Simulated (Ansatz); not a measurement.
Input, command and steps of an Ansatz relaxation.

```yaml
crystal:
  lattice:
    - [1.89512, 1.89512, 3.79024]
    - [-1.89512, -1.89512, 3.79024]
    - [5.68536, -3.79024, 1.89512]
  atoms:
    - { symbol: "N", position: [0.9552131209, 0.73849255, 0.5948980451] }
    - { symbol: "N", position: [0.8563697524, 0.2571188103, 0.8033289713] }
    - { symbol: "N", position: [0.3406365937, 0.7544918656, 0.8020695119] }
    - { symbol: "N", position: [0.7466985989, 0.7426086281, 0.000101161] }
    - { symbol: "N", position: [0.1523877957, 0.7517760788, 0.1937215023] }
    - { symbol: "N", position: [0.0511779225, 0.2569759282, 0.404530861] }
    - { symbol: "N", position: [0.5564910312, 0.7509435896, 0.3962056439] }
    - { symbol: "N", position: [0.4570269268, 0.2485843422, 0.5966572321] }
    - { symbol: "N", position: [0.2542355543, 0.2470814468, 0.0043071983] }
    - { symbol: "N", position: [0.6516312803, 0.2531534021, 0.2029346031] }
    - { symbol: Al, position: [0.09534028, 0.5026506882, 0.7990228521] }
    - { symbol: Al, position: [0.9979960679, 0.0002568627, 0.9969589392] }
    - { symbol: Al, position: [0.4043860449, 0.0047372007, 0.1994882267] }
    - { symbol: Al, position: [0.3038062824, 0.4924015708, 0.3989712961] }
    - { symbol: Al, position: [0.7977829796, 0.9978068204, 0.3998489744] }
    - { symbol: Al, position: [0.7080137716, 0.4904579963, 0.6030843279] }
    - { symbol: Al, position: [0.5012147888, 0.5033426272, 0.0009395379] }
    - { symbol: Al, position: [0.8923722557, 0.5018344722, 0.198881499] }
    - { symbol: V, position: [0.1975107405, 0.9966800144, 0.5994216899] }
    - { symbol: V, position: [0.5933959672, 0.9984081638, 0.7972144535] }
  symmetry: { detect: false }
basis:
  ecutwfc: 420
kpoints:
  mp_grid: { grid: [3, 3, 2], shift: [0.0, 0.0, 0.5] }
hamiltonian:
  xc: pbe
scf:
  occupations: { method: gaussian, width: 0.1 }
  lower_state_search: "off"
output:
  forces: true
  stress: true
  eigenvalues: true
relax:
  adjacent_minimum: "off"
  f_tol: 0.04
  max_steps: 50
  cell: { stress_tol: 0.3 }
```

```bash
ansatz run input.yaml --threads 4 --pin off --max-ram 9216MiB --backend cpu --events-out ev --progress --plain --runs-dir out
```

These are results of Ansatz 0.2.0, DFT PBE, scalar-relativistic, plane waves, PAW, not measurements.

Of 12 frames 10 are shown, positions in Å and forces in eV/Å; the SCF threshold varies from step to step. Steps run on the plane waves of an earlier cell, with a Pulay correction in the pressure. The basis is chosen afresh for the last frame, the zero of the energies, and can be on the way; energy and pressure step there, also at an unchanged geometry. Here that happened at step 9 (-21 meV/atom, 3.1 GPa); the frames before carry an error of that size. The mark taken_back stands on steps that the optimiser undid.

```xyz
20
Lattice="1.8951 1.8951 3.7902 -1.8951 -1.8951 3.7902 5.6854 -3.7902 1.8951" Properties=species:S:1:pos:R:3:forces:R:3 pbc="T T T" step=1 free_energy_over_end_meV_per_atom=465.23 pressure_GPa=94.42
N     3.7929   -1.8441    7.5470   -0.3970    0.6950   -1.3790
N     5.7029   -1.9092    5.7428    0.0080   -1.5870   -0.0190
N     3.7757   -3.8243    5.6708    2.3440    1.0900   -2.5690
N     0.0083    0.0074    5.6450    0.7600   -0.2860    1.5940
N    -0.0345   -1.8702    3.7941    0.8250   -0.8440    0.0800
N     1.9099   -1.9233    1.9346   -2.1470    1.1710   -1.6850
N     1.8841   -1.8702    5.7063    0.3450    0.6990   -0.5860
N     3.7872   -1.8664    3.8052   -1.8650   -0.5780    1.8500
N     0.0380   -0.0028    1.9083   -1.0790   -1.4890   -0.3490
N     1.9089   -0.0140    3.8139   -0.2740    0.6950   -0.7840
Al    3.7708   -3.8004    3.7808    0.6910    0.5090    0.8230
Al    7.5589   -1.8879    5.6730    0.6100   -0.5000    0.1870
Al    1.8915    0.0013    1.9287    0.1150   -0.2070   -0.9570
Al    1.9109   -1.8696    3.7739   -0.7200   -0.5600    0.9290
Al    1.8942   -1.8946    7.5635    0.3310    0.8360    0.7630
Al    3.8410   -1.8735    5.6854   -1.1160   -0.8630   -0.1470
Al    0.0013   -0.0076    3.8093   -0.2820   -0.0230   -0.9250
Al    1.8708   -0.0137    5.6613    0.8680    0.5780    1.0470
V     1.8934   -3.7865    5.6622    1.9890   -1.4940    0.6060
V     3.7649   -3.7892    7.5441   -1.0070    2.1580    1.5200
20
Lattice="1.9306 1.9301 3.8823 -1.9736 -1.9728 3.9251 5.8511 -3.9191 1.9410" Properties=species:S:1:pos:R:3:forces:R:3 pbc="T T T" step=2 free_energy_over_end_meV_per_atom=166.57 pressure_GPa=46.29
N     3.8639   -1.9251    7.7493   -0.2430   -0.0700   -0.4510
N     5.8474   -2.0343    5.9075   -0.0400   -0.3790   -0.4240
N     3.9008   -3.9669    5.8200    0.8530    0.6660   -1.0730
N    -0.0136   -0.0257    5.8297    0.0320   -0.2360    0.9310
N    -0.0475   -1.9586    3.9135    0.5250   -0.4260    0.1630
N     1.9464   -1.9822    1.9744   -0.8710    0.7400   -0.9930
N     1.9072   -1.9545    5.8709    0.2160    0.0000   -0.3100
N     3.8502   -1.9471    3.9385   -0.5300   -0.3910    0.5980
N     0.0186   -0.0220    1.9632   -0.5860   -0.4790   -0.3200
N     1.9449   -0.0313    3.9054   -0.2380    0.3860   -0.4480
Al    3.8685   -3.9390    3.8989    0.5370    0.2810    0.5350
Al    7.7701   -1.9820    5.8166    0.3510   -0.3690    0.1100
Al    1.9346   -0.0087    1.9622    0.1040   -0.1440   -0.5490
Al    1.9361   -1.9446    3.8819   -0.4110   -0.3550    0.6270
Al    1.9079   -1.9913    7.7860    0.1610    0.5250    0.5180
Al    3.9186   -1.9608    5.8497   -0.7790   -0.5020   -0.1670
Al   -0.0107   -0.0430    3.9234   -0.2100    0.0790   -0.6040
Al    1.9006   -0.0448    5.8199    0.5690    0.3690    0.6580
V     1.9487   -3.9586    5.8533    1.2410   -0.8740    0.4540
V     3.8197   -3.9239    7.7809   -0.6790    1.1790    0.7450
20
Lattice="1.9621 2.0390 4.0257 -2.0611 -2.0160 4.0638 6.0263 -4.0656 1.9366" Properties=species:S:1:pos:R:3:forces:R:3 pbc="T T T" step=3 free_energy_over_end_meV_per_atom=34.87 pressure_GPa=6.10
N     3.9246   -1.9859    8.0404   -0.0510    0.2720   -0.8150
N     5.9906   -2.0368    5.9987   -0.0420   -0.4280    0.4430
N     4.0408   -4.0694    5.9006    0.0230    0.1680    0.2000
N    -0.0831    0.0073    6.0334    0.4370   -0.0460    0.3880
N    -0.0593   -2.0049    4.0441    0.2510   -0.2020   -0.0150
N     2.0186   -2.0188    2.0244   -0.8050    0.2200   -0.4240
N     1.9338   -1.9651    6.0837    0.1410   -0.2510   -0.1780
N     3.9013   -2.0042    4.0994    0.0830   -0.0700   -0.3360
N    -0.0071   -0.0306    1.9921   -0.2830    0.0920   -0.0880
N     1.9723    0.0003    4.0226   -0.1560    0.1980   -0.1030
Al    3.9624   -4.0968    3.9506    0.2850    0.1880    0.4080
Al    7.9843   -2.0415    5.9172    0.0620    0.0530    0.1430
Al    1.9843    0.0062    2.0070    0.0550   -0.0650   -0.1870
Al    1.9461   -2.0115    4.0221    0.1220   -0.0950    0.1480
Al    1.9164   -1.9835    8.0884    0.1240   -0.0120    0.0910
Al    3.9952   -1.9642    6.0439   -0.3950   -0.2620   -0.2740
Al   -0.0219    0.0053    4.0350   -0.3420    0.0050   -0.1540
Al    1.9282    0.0094    6.0269    0.2150    0.1360    0.2590
V     2.0453   -4.0365    6.1189    0.7810   -0.6270    0.5570
V     3.8275   -4.0503    7.9189   -0.5040    0.7250   -0.0620
20
Lattice="2.0092 2.0171 4.0361 -2.0637 -2.0561 4.0829 6.1091 -4.0964 2.0083" Properties=species:S:1:pos:R:3:forces:R:3 pbc="T T T" step=5 free_energy_over_end_meV_per_atom=23.71 pressure_GPa=-0.07 taken_back
N     4.0180   -2.0256    8.0472   -0.0070   -0.0170   -0.0060
N     6.0879   -2.1256    6.1117    0.0070   -0.0040    0.0070
N     4.1067   -4.1190    6.0173    0.1000    0.0060   -0.0670
N    -0.0220   -0.0307    6.1028    0.0710   -0.0780    0.0210
N    -0.0208   -2.0502    4.0760    0.0270    0.0120    0.0300
N     2.0094   -2.0425    2.0118   -0.0690    0.0790   -0.0190
N     1.9992   -2.0512    6.1055   -0.0820    0.0440    0.0080
N     3.9902   -2.0509    4.1059   -0.0990    0.0000    0.0610
N    -0.0116   -0.0223    2.0093    0.0800   -0.0370   -0.0050
N     2.0080   -0.0237    4.0389   -0.0240   -0.0020   -0.0270
Al    4.0751   -4.1287    4.0514   -0.0530    0.0570    0.0290
Al    8.1333   -2.0980    6.0391   -0.0130    0.0400   -0.0110
Al    2.0258   -0.0084    2.0166   -0.0040   -0.0040   -0.0090
Al    2.0016   -2.0472    4.0571    0.0930   -0.0550   -0.0140
Al    1.9725   -2.0547    8.1205    0.0130   -0.0360    0.0100
Al    4.0219   -2.0403    6.0725    0.0540   -0.0580   -0.0370
Al   -0.0136   -0.0260    4.0592   -0.1010    0.0550   -0.0020
Al    1.9985   -0.0278    6.0760    0.0000   -0.0010   -0.0030
V     2.1023   -4.1836    6.1205    0.1830    0.0110    0.3220
V     3.9301   -4.0422    8.0837   -0.1770   -0.0100   -0.2890
20
Lattice="1.9976 2.0258 4.0376 -2.0730 -2.0485 4.0867 6.0989 -4.0918 1.9859" Properties=species:S:1:pos:R:3:forces:R:3 pbc="T T T" step=6 free_energy_over_end_meV_per_atom=22.07 pressure_GPa=0.19
N     3.9973   -2.0249    8.0527   -0.0620    0.0690   -0.0460
N     6.0642   -2.0977    6.0816    0.0620   -0.0730    0.0500
N     4.1034   -4.1043    5.9885   -0.0090   -0.0650   -0.0360
N    -0.0347   -0.0237    6.0986    0.0080   -0.0420   -0.0090
N    -0.0309   -2.0417    4.0753   -0.0130    0.0050   -0.0020
N     1.9997   -2.0329    2.0127   -0.0090    0.0400    0.0060
N     1.9834   -2.0423    6.1076   -0.0190    0.0750    0.0110
N     3.9606   -2.0445    4.1085    0.0080    0.0690    0.0360
N    -0.0185   -0.0144    2.0038    0.0190   -0.0750   -0.0150
N     1.9957   -0.0152    4.0364    0.0150   -0.0040   -0.0050
Al    4.0476   -4.1320    4.0332   -0.0200   -0.0100   -0.0230
Al    8.1034   -2.0908    6.0028   -0.0220   -0.0020    0.0150
Al    2.0190   -0.0043    2.0122    0.0000    0.0020    0.0020
Al    1.9856   -2.0437    4.0525    0.0150   -0.0480    0.0160
Al    1.9584   -2.0320    8.1318    0.0180    0.0010   -0.0130
Al    4.0159   -2.0162    6.0638    0.0240    0.0080    0.0220
Al   -0.0209   -0.0131    4.0584   -0.0130    0.0500   -0.0130
Al    1.9811   -0.0155    6.0741    0.0010    0.0000    0.0030
V     2.1158   -4.1475    6.1794   -0.0640   -0.0240   -0.1370
V     3.8753   -4.0498    8.0043    0.0620    0.0260    0.1380
20
Lattice="1.9981 2.0236 4.0364 -2.0697 -2.0519 4.0864 6.0990 -4.0976 1.9912" Properties=species:S:1:pos:R:3:forces:R:3 pbc="T T T" step=7 free_energy_over_end_meV_per_atom=21.91 pressure_GPa=0.08
N     3.9960   -2.0264    8.0482    0.0220   -0.0150    0.0180
N     6.0698   -2.1118    6.0912   -0.0220    0.0150   -0.0180
N     4.1022   -4.1168    5.9921    0.0020    0.0140    0.0150
N    -0.0335   -0.0303    6.0982   -0.0020    0.0150    0.0120
N    -0.0293   -2.0448    4.0751    0.0070   -0.0080    0.0070
N     2.0022   -2.0339    2.0136    0.0020   -0.0150   -0.0130
N     1.9846   -2.0442    6.1070    0.0130   -0.0140    0.0030
N     3.9655   -2.0450    4.1109   -0.0030   -0.0130   -0.0150
N    -0.0158   -0.0199    2.0048   -0.0140    0.0140   -0.0030
N     1.9979   -0.0193    4.0368   -0.0060    0.0080   -0.0070
Al    4.0513   -4.1375    4.0367    0.0080   -0.0200    0.0080
Al    8.1060   -2.0993    6.0111    0.0160   -0.0110   -0.0040
Al    2.0192   -0.0062    2.0127    0.0000    0.0010    0.0010
Al    1.9896   -2.0483    4.0548   -0.0070    0.0180   -0.0030
Al    1.9600   -2.0388    8.1283   -0.0180    0.0100    0.0040
Al    4.0163   -2.0242    6.0664   -0.0070    0.0190   -0.0100
Al   -0.0210   -0.0159    4.0570    0.0070   -0.0170    0.0040
Al    1.9834   -0.0202    6.0740    0.0000    0.0000    0.0010
V     2.1154   -4.1623    6.1661   -0.0630    0.0450    0.0500
V     3.8825   -4.0514    8.0234    0.0630   -0.0450   -0.0510
20
Lattice="1.9993 2.0254 4.0383 -2.0700 -2.0506 4.0863 6.0993 -4.0953 1.9907" Properties=species:S:1:pos:R:3:forces:R:3 pbc="T T T" step=8 free_energy_over_end_meV_per_atom=21.89 pressure_GPa=0.00
N     3.9984   -2.0240    8.0517   -0.0020    0.0050   -0.0090
N     6.0696   -2.1065    6.0904    0.0020   -0.0050    0.0090
N     4.1028   -4.1128    5.9923    0.0030   -0.0050   -0.0070
N    -0.0318   -0.0278    6.0996   -0.0050   -0.0010    0.0010
N    -0.0289   -2.0435    4.0760    0.0020    0.0020   -0.0010
N     2.0013   -2.0327    2.0135    0.0050    0.0010   -0.0010
N     1.9861   -2.0416    6.1086   -0.0020    0.0030    0.0000
N     3.9659   -2.0431    4.1115   -0.0030    0.0050    0.0060
N    -0.0166   -0.0190    2.0044    0.0020   -0.0030    0.0000
N     1.9983   -0.0170    4.0371   -0.0010   -0.0020    0.0010
Al    4.0505   -4.1362    4.0368   -0.0050    0.0010   -0.0020
Al    8.1065   -2.0956    6.0116   -0.0030    0.0010   -0.0010
Al    2.0197   -0.0050    2.0134    0.0000    0.0000    0.0000
Al    1.9897   -2.0459    4.0553    0.0030   -0.0070    0.0000
Al    1.9615   -2.0349    8.1305    0.0020   -0.0020    0.0010
Al    4.0182   -2.0197    6.0669    0.0050   -0.0010    0.0020
Al   -0.0202   -0.0147    4.0577   -0.0030    0.0070    0.0000
Al    1.9844   -0.0176    6.0756    0.0000    0.0000    0.0000
V     2.1137   -4.1552    6.1714    0.0050   -0.0080   -0.0120
V     3.8851   -4.0513    8.0186   -0.0050    0.0080    0.0120
20
Lattice="2.0043 2.0316 4.0484 -2.0785 -2.0584 4.0988 6.1203 -4.1113 1.9946" Properties=species:S:1:pos:R:3:forces:R:3 pbc="T T T" step=10 free_energy_over_end_meV_per_atom=0.34 pressure_GPa=0.50
N     4.0097   -2.0329    8.0720   -0.0030   -0.0110   -0.0010
N     6.0884   -2.1164    6.1061    0.0040    0.0110    0.0020
N     4.1151   -4.1298    6.0091   -0.0010   -0.0040   -0.0190
N    -0.0346   -0.0292    6.1168    0.0050    0.0000    0.0010
N    -0.0300   -2.0516    4.0873   -0.0030    0.0000    0.0040
N     2.0080   -2.0404    2.0184   -0.0040   -0.0010    0.0000
N     1.9913   -2.0505    6.1246   -0.0040    0.0020    0.0020
N     3.9787   -2.0512    4.1207    0.0000    0.0030    0.0190
N    -0.0179   -0.0191    2.0105    0.0040   -0.0020   -0.0010
N     2.0035   -0.0180    4.0478    0.0020    0.0000   -0.0040
Al    4.0636   -4.1525    4.0472    0.0000   -0.0130    0.0060
Al    8.1330   -2.1059    6.0266   -0.0110    0.0020   -0.0140
Al    2.0260   -0.0057    2.0181    0.0000    0.0000    0.0010
Al    1.9950   -2.0533    4.0659    0.0170   -0.0240    0.0010
Al    1.9652   -2.0435    8.1516    0.0110   -0.0010    0.0140
Al    4.0300   -2.0285    6.0826    0.0010    0.0130   -0.0060
Al   -0.0216   -0.0164    4.0693   -0.0160    0.0250   -0.0010
Al    1.9889   -0.0190    6.0918    0.0000    0.0000    0.0000
V     2.1212   -4.1733    6.1888   -0.0080    0.0100   -0.0090
V     3.8941   -4.0661    8.0399    0.0070   -0.0090    0.0080
20
Lattice="2.0051 2.0329 4.0510 -2.0805 -2.0598 4.1021 6.1234 -4.1134 1.9952" Properties=species:S:1:pos:R:3:forces:R:3 pbc="T T T" step=11 free_energy_over_end_meV_per_atom=0.37 pressure_GPa=0.00
N     4.0107   -2.0352    8.0776    0.0010    0.0020   -0.0060
N     6.0910   -2.1161    6.1096   -0.0010   -0.0020    0.0060
N     4.1162   -4.1322    6.0119   -0.0060   -0.0010    0.0000
N    -0.0353   -0.0294    6.1208    0.0000    0.0020    0.0010
N    -0.0309   -2.0529    4.0905    0.0010   -0.0020    0.0030
N     2.0085   -2.0415    2.0202    0.0010   -0.0020   -0.0020
N     1.9914   -2.0516    6.1293    0.0000   -0.0020   -0.0010
N     3.9805   -2.0521    4.1242    0.0060    0.0010   -0.0010
N    -0.0181   -0.0193    2.0117    0.0000    0.0020    0.0010
N     2.0041   -0.0180    4.0504   -0.0010    0.0020   -0.0030
Al    4.0650   -4.1558    4.0498    0.0020   -0.0050   -0.0010
Al    8.1362   -2.1069    6.0288   -0.0010   -0.0010   -0.0030
Al    2.0269   -0.0055    2.0194    0.0000    0.0000    0.0000
Al    1.9961   -2.0557    4.0690    0.0030   -0.0050    0.0000
Al    1.9656   -2.0445    8.1583    0.0010    0.0020    0.0030
Al    4.0315   -2.0284    6.0864   -0.0020    0.0050    0.0010
Al   -0.0229   -0.0152    4.0719   -0.0030    0.0060    0.0000
Al    1.9892   -0.0190    6.0960    0.0000    0.0000    0.0000
V     2.1215   -4.1748    6.1939   -0.0010    0.0030   -0.0020
V     3.8947   -4.0694    8.0443    0.0010   -0.0030    0.0020
20
Lattice="2.0051 2.0329 4.0510 -2.0805 -2.0598 4.1021 6.1234 -4.1134 1.9952" Properties=species:S:1:pos:R:3:forces:R:3 pbc="T T T" step=12 free_energy_over_end_meV_per_atom=0.00 pressure_GPa=0.01
N     4.0107   -2.0352    8.0776    0.0010    0.0020   -0.0060
N     6.0910   -2.1161    6.1096   -0.0010   -0.0020    0.0060
N     4.1162   -4.1322    6.0119   -0.0060   -0.0010    0.0000
N    -0.0353   -0.0294    6.1208    0.0000    0.0020    0.0010
N    -0.0309   -2.0529    4.0905    0.0010   -0.0020    0.0030
N     2.0085   -2.0415    2.0202    0.0010   -0.0020   -0.0020
N     1.9914   -2.0516    6.1293    0.0000   -0.0020   -0.0010
N     3.9805   -2.0521    4.1242    0.0050    0.0010   -0.0010
N    -0.0181   -0.0193    2.0117    0.0000    0.0020    0.0010
N     2.0041   -0.0180    4.0504   -0.0010    0.0020   -0.0030
Al    4.0650   -4.1558    4.0498    0.0020   -0.0050   -0.0010
Al    8.1362   -2.1069    6.0288   -0.0010   -0.0010   -0.0030
Al    2.0269   -0.0055    2.0194    0.0000    0.0000    0.0000
Al    1.9961   -2.0557    4.0690    0.0030   -0.0050    0.0000
Al    1.9656   -2.0445    8.1583    0.0010    0.0020    0.0030
Al    4.0315   -2.0284    6.0864   -0.0020    0.0050    0.0010
Al   -0.0229   -0.0152    4.0719   -0.0030    0.0050    0.0000
Al    1.9892   -0.0190    6.0960    0.0000    0.0000    0.0000
V     2.1215   -4.1748    6.1939   -0.0010    0.0030   -0.0010
V     3.8947   -4.0694    8.0443    0.0010   -0.0030    0.0020
```

It took 97 s on 4 threads of Intel(R) Xeon(R) Processor @ 2.50GHz (Skylake/Cascade Lake), with other jobs on the host, peak memory 0.61 GiB.

The k mesh is coarse.